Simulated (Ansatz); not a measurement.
## Os, dhcp: geometry optimisation

Computed with DFT, r2SCAN, plane waves (500 eV) with PAW, scalar-relativistic in Ansatz. (PAW data from PBE, frozen cores regenerated.)

k-point mesh 13×13×4, Fermi-Dirac smearing 0.1 eV, no spin polarisation. Cell and atoms relax.

Starting structure:

```
Os
1.0
     2.70474    0.00000    0.00000
    -1.35237    2.34237    0.00000
     0.00000    0.00000    8.83367
Os
4
Direct
  0.00000 0.00000 0.00000
  0.00000 0.00000 0.50000
  0.33333 0.66667 0.25000
  0.66667 0.33333 0.75000
```

Problem. The pressure at the start is 2.5 GPa. By how much does the volume change?

Solution. From 13.99 to 14.07 Å³ per atom, 0.6 %. The final cell has a = 2.726 Å, c = 8.748 Å (c/a = 3.209).

Problem. How much energy does the relaxation gain?

Solution. 6.0 meV per atom.
